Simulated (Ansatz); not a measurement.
Relaxed-ion elastic tensor of PtS₂ (CdI2 type, P-3m1) in GPa (Voigt order), plane-wave PAW r²SCAN+D4 (Ansatz code); density 7.58 g/cm³, 18.94 Å³ per atom.

```
       1     2     3      4      5      6
-  -----  ----  ----  -----  -----  -----
1    206  61.4  23.9  -12.7    0.0    0.0
2   61.4   206  23.9   12.7    0.0    0.0
3   23.9  23.9  21.9    0.0    0.0    0.0
4  -12.7  12.7   0.0   20.8    0.0    0.0
5    0.0   0.0   0.0    0.0   20.8  -12.7
6    0.0   0.0   0.0    0.0  -12.7   72.4
```

Problem. Is the crystal mechanically stable?

Solution. Yes: the smallest eigenvalue of C is 17.3 GPa.

Problem. Work out the Voigt, Reuss and Hill averages.

Solution. K_V = 72.5, K_R = 21.8, K_H = 47.2; G_V = 44.5, G_R = 21.6, G_H = 33.0 GPa.

Problem. Give Young's modulus, Poisson's ratio, Pugh's ratio and the universal anisotropy index.

Solution. E = 9KG/(3K + G) = 80.4 GPa; ν = 0.22; K/G = 1.43 (brittle by the Pugh limit of 1.75); A_U = 5G_V/G_R + K_V/K_R − 6 = 7.61.

Problem. Estimate the sound speeds and the Debye temperature.

Solution. v_l = √((K + 4G/3)/ρ) = 3470 m/s, v_t = √(G/ρ) = 2090 m/s, mean 2310 m/s; Θ = (h/k)(3n/4πV)^(1/3) v_m = 258 K.

Problem. Solve the Christoffel equation for the three sound speeds along x, y, z.

Solution. Eigenvalues of C_ijkl n_j n_l equal ρv². In km/s, slowest first: x 1.53, 3.15, 5.22; y 1.62, 3.09, 5.23; z 1.66, 1.66, 1.70.

Problem. How much does each axis shrink under pressure?

Solution. Linear compressibilities β_i = Σ_j S_ij (j = 1 to 3): x -0.43, y -0.43, z 47 per TPa.

The r²SCAN+D4 relaxation kept the symmetry of its start; phonons on a q-mesh show no instability. No spin polarisation was allowed. Scalar-relativistic: spin–orbit coupling is off unless named, which matters more the heavier the elements.

Potentials: the later of the program's two PAW sets.
